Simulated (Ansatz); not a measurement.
## Clamped-ion strain scan in Ni

The calculation used DFT PBEsol, scalar-relativistic, plane waves, PAW in Ansatz 0.2.0. Settings: plane waves to 420 eV, k-mesh 24×24×24 (Γ-centred), Gaussian smearing 0.15 eV. Collinear spins, started from moments 0.5 μB in atom order; the magnetic state may not be the lowest. Energies are free energies at this smearing, counted from the undisturbed cell; pressure is positive in compression.

The undisturbed cell (as given, not relaxed at this level; it stands at -2.7 GPa; this bcc form isn't the usual structure):

```
Ni
1.0
    -1.38372    1.38372    1.38372
     1.38372   -1.38372    1.38372
     1.38372    1.38372   -1.38372
Ni
1
Cartesian
  0.0000 0.0000 0.0000
```

The cell is strained by ε times the Voigt pattern (0, 0, 1, 0, 0, 0) (xx, yy, zz, yz, xz, xy; engineering shear) with fractional coordinates fixed. The cell is metallic on the mesh throughout.

```csv
ε,ΔE (meV/atom)
-0.0200,-1.5
-0.0150,-1.5
-0.0100,-1.3
-0.0050,-0.8
0.0000,0.0
0.0050,1.0
0.0100,2.3
0.0150,3.8
0.0200,5.5
```

Task: Predict the moment (μB/cell) at each point.

Result:
| ε | moment (μB/cell) |
| --- | --- |
| -0.0200 | 0.51 |
| -0.0150 | 0.52 |
| -0.0100 | 0.52 |
| -0.0050 | 0.53 |
| 0.0000 | 0.53 |
| 0.0050 | 0.53 |
| 0.0100 | 0.54 |
| 0.0150 | 0.54 |
| 0.0200 | 0.55 |